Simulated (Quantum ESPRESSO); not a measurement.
# Kohn-Sham bands of CdTe (zinc blende)

```xyz
2
Lattice="0.0000 3.2821 3.2821 3.2821 0.0000 3.2821 3.2821 3.2821 0.0000" Properties=species:S:1:pos:R:3 pbc="T T T"
Cd     0.0000     0.0000     0.0000
Te    -1.6411    -1.6411    -1.6411
```

Structure: Materials Project mp-406, symmetrised, not relaxed again. COD (Crystallography Open Database) has the formula in 2 space groups, this one among them (matched by group alone). Computed values, not measurements, from PBEsol: Quantum ESPRESSO (norm-conserving PseudoDojo potentials, cutoff 82 Ry, no spin polarisation, no spin-orbit coupling) on a Γ-centred 8×8×8 mesh, then Wannier90. Density: 8×8×8 mesh, Gaussian smearing 0.01 Ry. Spin-orbit coupling is left out although heavy elements are present.

Energies are relative to the valence-band maximum; weights are on the orthonormalised atomic waves of the pseudopotential files, averaged over the group. 36 electrons a cell are treated as valence.

```json
[
 {"bands": "1", "from (eV)": "-101.95", "to (eV)": "-101.95", "filling": "filled", "weight on atomic waves": "(withheld)"},
 {"bands": "2–4", "from (eV)": "-63.04", "to (eV)": "-63.04", "filling": "filled", "weight on atomic waves": "(withheld)"},
 {"bands": "5–9", "from (eV)": "-35.94", "to (eV)": "-35.93", "filling": "filled", "weight on atomic waves": "(withheld)"},
 {"bands": "10", "from (eV)": "-11.00", "to (eV)": "-10.52", "filling": "filled", "weight on atomic waves": "(withheld)"},
 {"bands": "11–15", "from (eV)": "-8.12", "to (eV)": "-7.38", "filling": "filled", "weight on atomic waves": "(withheld)"},
 {"bands": "16–18", "from (eV)": "-4.25", "to (eV)": "0.00", "filling": "filled", "weight on atomic waves": "(withheld)"}
]
```

### Question
Which atomic shells make up each group?

### Answer

- 1, weight on atomic waves: Cd 4s 100 %
- 2–4, weight on atomic waves: Cd 4p 100 %
- 5–9, weight on atomic waves: Te 4d 100 %
- 10, weight on atomic waves: Te 5s 81 %, Cd 4d 11 %, Cd 5s 8 %
- 11–15, weight on atomic waves: Cd 4d 96 %
- 16–18, weight on atomic waves: Te 5p 80 %, Cd 5s 12 %

The Kohn-Sham gap over both meshes and the path is 0.55 eV.
